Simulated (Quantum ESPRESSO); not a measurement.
MgAl5GaSiN8, one run as intended and one with a planted mistake

A calculation, not a measurement. The program is pw.x of Quantum ESPRESSO 7.5 (plane-wave density functional theory). The cell is made up: 16 atoms on a doubled wurtzite lattice, with randomly drawn elements, strain and displacements, not relaxed. PseudoDojo standard norm-conserving files (v0.5 for PBE, v0.4.1 for LDA and PBEsol) set the functional; there is no spin polarisation, spin-orbit coupling or dispersion term, and the masses in the input are unused placeholders.

Intended input:

```
&control calculation='scf', pseudo_dir='./dojo.nc.sr.pbe.v0_5.standard.upf', outdir='./o', disk_io='medium', tprnfor=.true., tstress=.true. /
&system ibrav=0, nat=16, ntyp=5, nbnd=47, ecutwfc=84.00895049, nosym=.true., tot_charge=0,
 occupations='smearing', smearing='fd', degauss=0.0018374661
/
&electrons conv_thr=7.350e-09, electron_maxstep=60, /
ATOMIC_SPECIES
Al 1.0 Al.upf
Ga 1.0 Ga.upf
Mg 1.0 Mg.upf
N 1.0 N.upf
Si 1.0 Si.upf
CELL_PARAMETERS angstrom
3.1268 -0.0257 0.036
-0.0445 5.4985 -0.0055
0.1176 -0.0103 10.4142
ATOMIC_POSITIONS angstrom
Mg 0.0239 0.0276 0.0684
Al 1.5571 2.7739 -0.0042
Al 1.6428 0.9393 2.6039
Al 0.0383 3.6287 2.5355
Ga 0.0535 -0.0401 5.2634
Al 1.6205 2.7473 5.2369
Si 1.6146 0.814 7.8712
Al 0.0276 3.6104 7.8123
N -0.0278 0.0013 1.9235
N 1.554 2.7398 1.9394
N 1.6591 0.9179 4.5962
N 0.0448 3.6868 4.5548
N 0.0586 0.0352 7.1647
N 1.5967 2.737 7.2388
N 1.7361 0.8816 9.7275
N 0.0079 3.6753 9.7701
K_POINTS automatic
7 4 2 1 1 1
```

The log is shortened where brackets say so; the opening notice, blank lines, dates and the lines on written files are dropped, and the path of the files is cut. It prints rydbergs, bohrs and kilobars, and counts compression as positive stress. Where no state is partly filled, the Fermi energy that it prints is only some level between the filled and the empty states on the mesh, and need not lie in the true gap.

Log of the intended run:

```
     Program PWSCF v.7.5
     Parallel version (MPI & OpenMP), running on       1 processor cores
     Number of MPI processes:                 1
     Threads/MPI process:                     1
     [start-up lines left out]
     bravais-lattice index     =            0
     lattice parameter (alat)  =       5.9094  a.u.
     unit-cell volume          =    1208.0395 (a.u.)^3
     number of atoms/cell      =           16
     number of atomic types    =            5
     number of electrons       =        82.00
     number of Kohn-Sham states=           47
     kinetic-energy cutoff     =      84.0090  Ry
     charge density cutoff     =     336.0358  Ry
     scf convergence threshold =      7.3E-09
     mixing beta               =       0.7000
     number of iterations used =            8  plain     mixing
     Exchange-correlation= PBE
                           (   1   4   3   4   0   0   0)
     [axes and pseudopotential details left out]
   Cartesian axes
     site n.     atom                  positions (alat units)
         1        Mg     tau(   1) = (   0.0076428   0.0088260   0.0218732  )
         2        Al     tau(   2) = (   0.4979353   0.8870483  -0.0013431  )
         3        Al     tau(   3) = (   0.5253408   0.3003729   0.8326850  )
         4        Al     tau(   4) = (   0.0122477   1.1603994   0.8108118  )
         5        Ga     tau(   5) = (   0.0171084  -0.0128233   1.6831500  )
         6        Al     tau(   6) = (   0.5182096   0.8785420   1.6746757  )
         7        Si     tau(   7) = (   0.5163229   0.2603040   2.5170822  )
         8        Al     tau(   8) = (   0.0088260   1.1545474   2.4982469  )
         9        N      tau(   9) = (  -0.0088900   0.0004157   0.6151041  )
        10        N      tau(  10) = (   0.4969440   0.8761436   0.6201887  )
        11        N      tau(  11) = (   0.5305533   0.2935295   1.4697903  )
        12        N      tau(  12) = (   0.0143263   1.1789789   1.4565512  )
        13        N      tau(  13) = (   0.0187393   0.0112564   2.2911549  )
        14        N      tau(  14) = (   0.5105988   0.8752482   2.3148509  )
        15        N      tau(  15) = (   0.5551766   0.2819214   3.1106968  )
        16        N      tau(  16) = (   0.0025263   1.1753014   3.1243196  )
     number of k points=    28  Fermi-Dirac smearing, width (Ry)=  0.0018
                       cart. coord. in units 2pi/alat
        k(    1) = (   0.0711695   0.0717405   0.0743358), wk =   0.0714286
        k(    2) = (   0.0728972   0.0716043  -0.0758208), wk =   0.0714286
     [further k points left out]
     Dense  grid:   125735 G-vectors     FFT dimensions: (  36,  64, 120)
     Estimated max dynamical RAM per process >     198.30 MB
     Initial potential from superposition of free atoms
     starting charge      81.9836, renormalised to      82.0000
     Starting wfcs are   70 randomized atomic wfcs
     total cpu time spent up to now is       15.0 secs
     per-process dynamical memory:   126.2 Mb
     Self-consistent Calculation
     iteration #  1     ecut=    84.01 Ry     beta= 0.70
     Davidson diagonalization with overlap
     ethr =  1.00E-02,  avg # of iterations =  3.0
     total cpu time spent up to now is       39.5 secs
     total energy              =    -468.26333109 Ry
     estimated scf accuracy    <       5.04778226 Ry
     iteration #  2     ecut=    84.01 Ry     beta= 0.70
     Davidson diagonalization with overlap
     ethr =  6.16E-03,  avg # of iterations =  4.0
     total cpu time spent up to now is       63.1 secs
     total energy              =    -465.67551335 Ry
     estimated scf accuracy    <      19.78572745 Ry
     [iterations 3 to 14 left out]
     iteration # 15     ecut=    84.01 Ry     beta= 0.70
     Davidson diagonalization with overlap
     ethr =  3.19E-10,  avg # of iterations =  2.0
     total cpu time spent up to now is      412.9 secs
     total energy              =    -470.54360555 Ry
     estimated scf accuracy    <       0.00000003 Ry
     iteration # 16     ecut=    84.01 Ry     beta= 0.70
     Davidson diagonalization with overlap
     ethr =  3.10E-11,  avg # of iterations =  3.7
     total cpu time spent up to now is      435.1 secs
     End of self-consistent calculation
     [lines on levels left out]
     the Fermi energy is     9.0743 ev
!    total energy              =    -470.54360555 Ry
     estimated scf accuracy    <          2.5E-09 Ry
     smearing contrib. (-TS)   =      -0.00000000 Ry
     internal energy E=F+TS    =    -470.54360555 Ry
     The total energy is F=E-TS. E is the sum of the following terms:
     one-electron contribution =    -216.70583937 Ry
     hartree contribution      =     157.73106124 Ry
     xc contribution           =    -121.65183448 Ry
     ewald contribution        =    -289.91699293 Ry
     convergence has been achieved in  16 iterations
     Forces acting on atoms (cartesian axes, Ry/au):
     atom    1 type  3   force =     0.00758679   -0.01544744   -0.05897120
     atom    2 type  1   force =    -0.05011147   -0.02172869   -0.02927732
     atom    3 type  1   force =    -0.04163198   -0.04666431   -0.01585776
     atom    4 type  1   force =    -0.02963567    0.06888150   -0.00502254
     atom    5 type  2   force =     0.01408414    0.03956889   -0.10741851
     atom    6 type  1   force =    -0.00882144   -0.01670448   -0.03047635
     atom    7 type  5   force =     0.01468646    0.08960638    0.13482607
     atom    8 type  1   force =     0.00148799   -0.00008458    0.10549065
     atom    9 type  4   force =     0.04495572   -0.00292615    0.15741740
     atom   10 type  4   force =     0.02398068   -0.01871123    0.01882060
     atom   11 type  4   force =    -0.01680339    0.03174757    0.01599621
     atom   12 type  4   force =     0.00837157   -0.05562139    0.01674612
     atom   13 type  4   force =     0.00012069    0.00272691    0.07116691
     atom   14 type  4   force =    -0.00196510   -0.07404426   -0.04826103
     atom   15 type  4   force =    -0.02953987    0.07685259   -0.16467207
     atom   16 type  4   force =     0.06323487   -0.05745132   -0.06050717
     Total force =     0.400488     Total SCF correction =     0.000188
     Computing stress (Cartesian axis) and pressure
          total   stress  (Ry/bohr**3)                   (kbar)     P=      -42.58
   0.00000400   0.00011342  -0.00023220            0.59       16.68      -34.16
   0.00011342  -0.00033337   0.00003372           16.68      -49.04        4.96
  -0.00023220   0.00003372  -0.00053898          -34.16        4.96      -79.29
     init_run     :     12.22s CPU     14.87s WALL (       1 calls)
     electrons    :    397.81s CPU    420.09s WALL (       1 calls)
     forces       :      4.74s CPU      4.80s WALL (       1 calls)
     stress       :     15.28s CPU     16.07s WALL (       1 calls)
     [timing details left out]
     PWSCF        :   7m10.26s CPU   7m36.21s WALL
     JOB DONE.
```

A second run has one planted mistake: the plane-wave cutoff is too low. The input lines that differ, file-writing options aside:

```
- &system ibrav=0, nat=16, ntyp=5, nbnd=47, ecutwfc=84.00895049, nosym=.true., tot_charge=0,
+ &system ibrav=0, nat=16, ntyp=5, nbnd=47, ecutwfc=60.63638159, nosym=.true., tot_charge=0,
```

Its log:

```
     Program PWSCF v.7.5
     Parallel version (MPI & OpenMP), running on       1 processor cores
     Number of MPI processes:                 1
     Threads/MPI process:                     1
     [start-up lines left out]
     bravais-lattice index     =            0
     lattice parameter (alat)  =       5.9094  a.u.
     unit-cell volume          =    1208.0395 (a.u.)^3
     number of atoms/cell      =           16
     number of atomic types    =            5
     number of electrons       =        82.00
     number of Kohn-Sham states=           47
     kinetic-energy cutoff     =      60.6364  Ry
     charge density cutoff     =     242.5455  Ry
     scf convergence threshold =      7.3E-09
     mixing beta               =       0.7000
     number of iterations used =            8  plain     mixing
     Exchange-correlation= PBE
                           (   1   4   3   4   0   0   0)
     [axes and pseudopotential details left out]
   Cartesian axes
     site n.     atom                  positions (alat units)
         1        Mg     tau(   1) = (   0.0076428   0.0088260   0.0218732  )
         2        Al     tau(   2) = (   0.4979353   0.8870483  -0.0013431  )
         3        Al     tau(   3) = (   0.5253408   0.3003729   0.8326850  )
         4        Al     tau(   4) = (   0.0122477   1.1603994   0.8108118  )
         5        Ga     tau(   5) = (   0.0171084  -0.0128233   1.6831500  )
         6        Al     tau(   6) = (   0.5182096   0.8785420   1.6746757  )
         7        Si     tau(   7) = (   0.5163229   0.2603040   2.5170822  )
         8        Al     tau(   8) = (   0.0088260   1.1545474   2.4982469  )
         9        N      tau(   9) = (  -0.0088900   0.0004157   0.6151041  )
        10        N      tau(  10) = (   0.4969440   0.8761436   0.6201887  )
        11        N      tau(  11) = (   0.5305533   0.2935295   1.4697903  )
        12        N      tau(  12) = (   0.0143263   1.1789789   1.4565512  )
        13        N      tau(  13) = (   0.0187393   0.0112564   2.2911549  )
        14        N      tau(  14) = (   0.5105988   0.8752482   2.3148509  )
        15        N      tau(  15) = (   0.5551766   0.2819214   3.1106968  )
        16        N      tau(  16) = (   0.0025263   1.1753014   3.1243196  )
     number of k points=    28  Fermi-Dirac smearing, width (Ry)=  0.0018
                       cart. coord. in units 2pi/alat
        k(    1) = (   0.0711695   0.0717405   0.0743358), wk =   0.0714286
        k(    2) = (   0.0728972   0.0716043  -0.0758208), wk =   0.0714286
     [further k points left out]
     Dense  grid:    77123 G-vectors     FFT dimensions: (  30,  54, 100)
     Estimated max dynamical RAM per process >     123.04 MB
     Initial potential from superposition of free atoms
     starting charge      81.9836, renormalised to      82.0000
     Starting wfcs are   70 randomized atomic wfcs
     total cpu time spent up to now is       17.6 secs
     per-process dynamical memory:    74.6 Mb
     Self-consistent Calculation
     iteration #  1     ecut=    60.64 Ry     beta= 0.70
     Davidson diagonalization with overlap
     ethr =  1.00E-02,  avg # of iterations =  3.0
     total cpu time spent up to now is       32.2 secs
     total energy              =    -468.18286252 Ry
     estimated scf accuracy    <       5.00440410 Ry
     iteration #  2     ecut=    60.64 Ry     beta= 0.70
     Davidson diagonalization with overlap
     ethr =  6.10E-03,  avg # of iterations =  3.9
     total cpu time spent up to now is       47.4 secs
     total energy              =    -465.60353476 Ry
     estimated scf accuracy    <      19.62771865 Ry
     [iterations 3 to 14 left out]
     iteration # 15     ecut=    60.64 Ry     beta= 0.70
     Davidson diagonalization with overlap
     ethr =  3.02E-10,  avg # of iterations =  2.0
     total cpu time spent up to now is      216.5 secs
     total energy              =    -470.43721061 Ry
     estimated scf accuracy    <       0.00000003 Ry
     iteration # 16     ecut=    60.64 Ry     beta= 0.70
     Davidson diagonalization with overlap
     ethr =  3.22E-11,  avg # of iterations =  3.8
     total cpu time spent up to now is      233.8 secs
     End of self-consistent calculation
     [lines on levels left out]
     the Fermi energy is     9.0636 ev
!    total energy              =    -470.43721062 Ry
     estimated scf accuracy    <          2.4E-09 Ry
     smearing contrib. (-TS)   =      -0.00000000 Ry
     internal energy E=F+TS    =    -470.43721062 Ry
     The total energy is F=E-TS. E is the sum of the following terms:
     one-electron contribution =    -216.44034661 Ry
     hartree contribution      =     157.52379621 Ry
     xc contribution           =    -121.60366728 Ry
     ewald contribution        =    -289.91699294 Ry
     convergence has been achieved in  16 iterations
     Forces acting on atoms (cartesian axes, Ry/au):
     atom    1 type  3   force =     0.00800916   -0.01565427   -0.06012201
     atom    2 type  1   force =    -0.05002523   -0.02169673   -0.02934973
     atom    3 type  1   force =    -0.04156891   -0.04669800   -0.01582023
     atom    4 type  1   force =    -0.02957809    0.06884353   -0.00501245
     atom    5 type  2   force =     0.01398816    0.03927613   -0.10727903
     atom    6 type  1   force =    -0.00879676   -0.01671161   -0.03048217
     atom    7 type  5   force =     0.01468695    0.08965575    0.13489074
     atom    8 type  1   force =     0.00147608   -0.00020702    0.10546725
     atom    9 type  4   force =     0.04491521   -0.00289784    0.15907084
     atom   10 type  4   force =     0.02393546   -0.01867686    0.01885913
     atom   11 type  4   force =    -0.01681625    0.03243611    0.01546288
     atom   12 type  4   force =     0.00831762   -0.05603314    0.01669259
     atom   13 type  4   force =     0.00012845    0.00269095    0.07164566
     atom   14 type  4   force =    -0.00197772   -0.07391542   -0.04836025
     atom   15 type  4   force =    -0.02987053    0.07740803   -0.16520021
     atom   16 type  4   force =     0.06317638   -0.05781961   -0.06046300
     Total force =     0.401802     Total SCF correction =     0.000165
     Computing stress (Cartesian axis) and pressure
          total   stress  (Ry/bohr**3)                   (kbar)     P=     -160.65
  -0.00079793   0.00011274  -0.00023034         -117.38       16.58      -33.88
   0.00011274  -0.00113646   0.00003325           16.58     -167.18        4.89
  -0.00023034   0.00003325  -0.00134189          -33.88        4.89     -197.40
     init_run     :     15.90s CPU     17.36s WALL (       1 calls)
     electrons    :    210.54s CPU    216.21s WALL (       1 calls)
     forces       :      3.83s CPU      3.87s WALL (       1 calls)
     stress       :      9.52s CPU      9.54s WALL (       1 calls)
     [timing details left out]
     PWSCF        :   4m 0.14s CPU   4m 7.57s WALL
     JOB DONE.
```

|  | intended run | run with the mistake |
| --- | --- | --- |
| free energy (eV) | -6402.072 | -6400.624 |
| smearing term -TS (eV) | 0.0000 | 0.0000 |
| pressure (GPa) | -4.26 | -16.07 |
| largest force component (eV/Å) | 4.234 | 4.247 |
| largest change of a force component (eV/Å) |  | 0.043 |
| iterations | 16 | 16 |

For scale, a rerun of the intended cell at a cutoff of 1437 eV and k mesh 9 x 6 x 4 moved values by no more than 0.004 eV in energy, 0.02 GPa in stress and 0.003 eV/Å in force.